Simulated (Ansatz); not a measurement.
# Data sheet: NbRu (DFT)

NbRu:
```
CELL_PARAMETERS angstrom
      1.60659    -2.26257     0.00000
      1.60659     2.26257     0.00000
      0.00000     0.00000     4.16163
ATOMIC_POSITIONS crystal
  Nb 0.00000 0.00000 0.00000
  Ru 0.50000 0.50000 0.50000
```

Space group Cmmm (No. 65); conventional cell a = 3.2132 Å, b = 4.5251 Å, c = 4.1616 Å, α = β = γ = 90.00°.

Method: the program Ansatz at the LDA level (PAW). The cell and atoms are relaxed at this level. Other levels are named where they apply.

Cell and energy:

```yaml
volume_per_atom: 15.13 Å³
density: 10.65 g/cm³
Formation energy from the elements (no fitted shifts): -0.051 eV/atom
```

Electronic structure:

```yaml
electronic_character: metallic (no gap)
Density of states at the Fermi level: 1.2 states/eV per atom (mean over ±0.08 eV)
```

Mechanics:

```yaml
Elastic constants (relaxed ions, GPa): C11 = 306, C22 = 378, C33 = 395, C12 = 174, C13 = 303, C23 = 164, C44 = 78.4, C55 = 99.1, C66 = 110
mechanical_stability: stable (all eigenvalues of C positive)
hill_bulk_and_shear_moduli: 258 and 71.9 GPa
Young's modulus: 197 GPa
Poisson's ratio: 0.37
debye_temperature_from_the_elastic_constants: 353 K
```

Phonons:

```yaml
highest_zone_centre_frequency: 247 cm⁻¹
zone_centre_stability: no imaginary mode at Γ
```

The workflow started from a Materials Project entry (that database holds measured and hypothetical structures alike); the Crystallography Open Database copy checked does not list it. COD files the formula under space group No. 123, 221. With Nb and Ru taken as one species the cell has the higher symmetry I4/mmm, so it may be an ordered model of a mixed-site phase. Its standing as an ambient phase is unchecked. The cell keeps a stress of up to 0.2 GPa. Symmetry was held in the LDA relaxation. The run is not spin-polarised. As this level gives no gap, shear constants depend on the k-mesh and smearing (Fermi–Dirac, 0.1 eV here). As this level gives no gap, phonon frequencies hold no LO–TO term and depend on the k-mesh and smearing (Fermi–Dirac, 0.1 eV here). Axis ratios of metals converge slowly with the k-mesh, so a and c are less sure than the volume. On the denser mesh and wider smearing of the elastic run this cell carries a stress of 0.5 GPa. The references are the lowest solids computed at this level, not always the standard phases. Scalar-relativistic: spin–orbit coupling is off unless named, which matters more the heavier the elements.

Potentials: the later of the program's two PAW sets.
